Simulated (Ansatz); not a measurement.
Input and command of a calculation in Ansatz (plane waves; scalar-relativistic PAW potentials unless the input names others):

```yaml
crystal:
  lattice:
    - [4.0276397807, 2.3253589116, 3.1567067617]
    - [-4.0276397807, 2.3253589116, 3.1567067617]
    - [0.0, -4.6507178232, 3.1567067618]
  atoms:
    - { symbol: Cs, position: [0.5, 0.5, 0.5] }
    - { symbol: Pb, position: [0.0, 0.0, 0.0] }
    - { symbol: Cl, position: [0.5, 0.0001652038, 0.9998347962] }
    - { symbol: Cl, position: [0.0001652038, 0.9998347962, 0.5] }
    - { symbol: Cl, position: [0.9998347962, 0.5, 0.0001652038] }
basis:
  ecutwfc: 420
  xc_grid: 1
kpoints:
  mp_grid: { grid: [6, 6, 6] }
hamiltonian:
  xc: pbesol
scf:
  occupations: { method: gaussian, width: 0.05 }
  mixing: { preconditioner: none }
  convergence: { dr2_threshold: 1.0e-05 }
output:
  forces: true
  eigenvalues: true
  stress: true
```

```bash
ansatz run input.yaml --threads 1 --pin off --max-ram 2560MiB --backend cpu --events-out ev --progress --plain --runs-dir out
```

Abridged log:
```
Warning: scf.convergence.dr2_threshold = 1e-5 eV is looser than this run's default, which is 1e-7 eV or tighter. The error in the forces grows as the threshold's square root, so leave the key out unless less accurate forces are enough
Warning: output.stress: scf.convergence.dr2_threshold = 1e-5 eV is looser than the 5e-10 eV advised for a printed stress (1e-10 eV for each atom of the cell: 5). ...
Basis set: ecut = 420 eV, 3509 PW (Γ)
Bands: 27, of which v1, the nominal top of the filled ones, is band 22 counted from 1 (21 counted from 0)
Symmetry: 6 space group operations
k-points: 32 of 216 (time reversal used)
SCF iter   1: F=—  HF=-20530.627275 eV  |F-HF|=—  |Δ(HF+E_count)|=         —  Δρ=3.12e-3  dr2=2.73e-2  ethr=1.77e-3  ⟨swp⟩=7.4  Hψ=4509  notcnv=0
SCF iter   2: F=—  HF=-20530.618643 eV  |F-HF|=—  |Δ(HF+E_count)|=   8.63e-3  Δρ=1.06e-3  dr2=1.74e-3  ethr=6.22e-5  ⟨swp⟩=2.3  Hψ=1765  notcnv=0  defer=32
SCF iter   3: F=—  HF=-20530.618165 eV  |F-HF|=—  |Δ(HF+E_count)|=   4.78e-4  Δρ=4.01e-4  dr2=1.69e-4  ethr=3.95e-6  ⟨swp⟩=2.0  Hψ=1481  notcnv=0  defer=32
SCF iter   4: F=-20530.618213 eV  HF=-20530.618207 eV  |F-HF|=5.30e-6  |Δ(HF+E_count)|=   4.26e-5  Δρ=9.82e-5  dr2=9.69e-6  ethr=3.85e-7  ⟨swp⟩=2.7  Hψ=1547  notcnv=0
automatic band count: iteration 4 solves 26 bands in place of 27: the levels show a gap, and the empty bands left out lie too high to hold charge; the band table lists the bands solved (type scf.n_extra_bands for more)
SCF iter   5: F=-20530.618214 eV  HF=-20530.618213 eV  |F-HF|=7.43e-8  |Δ(HF+E_count)|=   6.02e-6  Δρ=6.28e-6  dr2=7.47e-8  ethr=2.20e-8  ⟨swp⟩=2.9  Hψ=1454  notcnv=0
SCF iter   6: F=-20530.618214 eV  HF=-20530.618214 eV  |F-HF|=2.13e-9  |Δ(HF+E_count)|=   1.00e-7  Δρ=2.24e-6  dr2=8.54e-9  ethr=1.70e-10  ⟨swp⟩=2.6  Hψ=2873  notcnv=0
SCF 1 converged in 6 iterations: F = -20530.618214 eV  dr2 = 8.54e-9
SCF converged after 6 iterations
Free energy (F): -20530.618214 eV
Harris-Foulkes:  -20530.618214 eV  (|F-HF|=2.13e-9)
Internal energy: -20530.618214 eV  (E = F + TS)
E sigma→0 (E₀):  -20530.618214 eV
Fermi energy:    4.761525 eV
--- Forces (eV/Å), atoms counted from 1 ---
  atom   1  Cs     0.00000000     0.00000000     0.00000000
  atom   2  Pb     0.00000000     0.00000000     0.00000000
  atom   3  Cl     0.00007162    -0.00012406     0.00000000
  atom   4  Cl    -0.00014325     0.00000000     0.00000000
  atom   5  Cl     0.00007162     0.00012406     0.00000000
--- Stress (GPa, compression-positive) ---
       -0.142665       0.000000       0.000000
        0.000000      -0.142665       0.000000
        0.000000       0.000000       0.250623
  P = ⅓ Tr σ = -0.0116 GPa (-0.116 kbar)
```

Apart from outputs and empty bands, the input differs from a reference run on usual settings in scf.mixing.preconditioner: not typed → "none"; scf.convergence.dr2_threshold: not typed → 1e-05; basis.xc_grid: not typed → 1. The reference, at the same geometry, gave pressure -0.01 GPa, largest force 0.000 eV/Å, gap on the mesh 1.72 eV. This run converged in 6 SCF iterations (reference: 6) with an energy at zero smearing 0.01 meV/atom below the reference's, pressure -0.01 GPa, largest force 0.000 eV/Å, gap on the mesh 1.72 eV.

The SCF went on to a residual of 8.5e-09 eV, far under the typed threshold, which therefore didn't bind.

The run took 46 s on 1 thread of Intel(R) Xeon(R) Processor @ 2.50GHz (Skylake/Cascade Lake) (shared host), peak memory 0.44 GiB.